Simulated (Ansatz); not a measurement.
NaCl:
```
CELL_PARAMETERS angstrom
      3.46045     0.00000     0.00000
      0.00000     3.46045     0.00000
      0.00000     0.00000     3.46045
ATOMIC_POSITIONS crystal
  Na 0.00000 0.00000 0.00000
  Cl 0.50000 0.50000 0.50000
```

Relaxed with r²SCAN.

Task: Give the optical modes at the zone centre with their infrared and Raman activity from DFPT, r²SCAN (plane waves, PAW; program Ansatz).

Result: Transverse frequencies, without the LO–TO term; a row sums one degenerate level.

| ω (cm⁻¹) | degeneracy | IR ((D/Å)²/amu) | Raman (Å⁴/amu) | activity | symmetry |
|---|---|---|---|---|---|
| 97 | 3 | 6.72 | 0 | IR | T1u |

Task: How high does the top mode go among those that the LO–TO term moves?

Result: 233 cm⁻¹ for q along x.

Space group Pm-3m (CsCl type). This is a known high-pressure phase of the composition, computed here at zero pressure and temperature. The cell was relaxed with r²SCAN under the symmetry of its start; of distortions, only those at the zone centre were tested.

Potentials: the earlier of the program's two PAW sets.
